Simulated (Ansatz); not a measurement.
**Cs2Ni3S4: computed property card**

Cs2Ni3S4:
```
Cs2Ni3S4
1.0
    0.00000     5.02259     7.43444
    2.95756     0.00000     7.43444
    2.95756     5.02259     0.00000
Cs Ni S
2 3 4
Direct
  0.66301   0.66301   0.33699
  0.33699   0.33699   0.66301
  0.00000   0.00000   0.00000
  0.00000   0.00000   0.50000
  0.50000   0.50000   0.00000
  0.07222   0.73699   0.26301
  0.92778   0.26301   0.73699
  0.73699   0.07222   0.92778
  0.26301   0.92778   0.07222
```

Space group Fmmm (No. 69); conventional cell a = 5.9151 Å, b = 10.0452 Å, c = 14.8689 Å, α = β = γ = 90.00°.

Method: DFT-r²SCAN in the program Ansatz with PAW potentials. The cell and atoms are relaxed at this level. Other levels are named where they apply.

### Cell and energy

- Volume per atom = 24.54 Å³
- Density = 4.29 g/cm³
- Formation energy from the elements (no fitted shifts) = -0.90 eV/atom

### Electronic structure

- Band gap = 1.15 eV (indirect)
- Valence-band maximum = on the Γ–Σ0 line, 91 % of the way from Γ (k = 0.000, 0.344, 0.344 in fractions of the reciprocal vectors)
- Conduction-band minimum = on the A0–Z line, 35 % of the way from A0 (k = 0.495, 0.307, -0.193 in fractions of the reciprocal vectors) (4 equivalent valleys)
- Smallest direct gap on the standard path = 1.33 eV
- Electron effective mass = 0.51, 3.0, 3.3 mₑ (principal values)
- Electron effective mass with spin–orbit coupling = 0.52, 3.0, 3.3 mₑ (principal values)
- HSE06 gap on the r²SCAN cell = 2.42 eV
- Gap with spin–orbit coupling = 1.14 eV

### Mechanics

- Bulk modulus (Birch–Murnaghan fit): 17.5 GPa
- Pressure derivative B′: 11.9

The first step of the workflow began from a Materials Project structure, measured or hypothetical; the Crystallography Open Database copy checked does not list it. Whether it is the stable phase at ambient conditions was not checked. The cell was relaxed with r²SCAN under the symmetry of its start; its stability against distortions is not shown here. The run is not spin-polarised. The references are the lowest solids computed at this level, not always the standard phases. Scalar-relativistic: spin–orbit coupling is off unless named, which matters more the heavier the elements.

Potentials: the later of the program's two PAW sets.
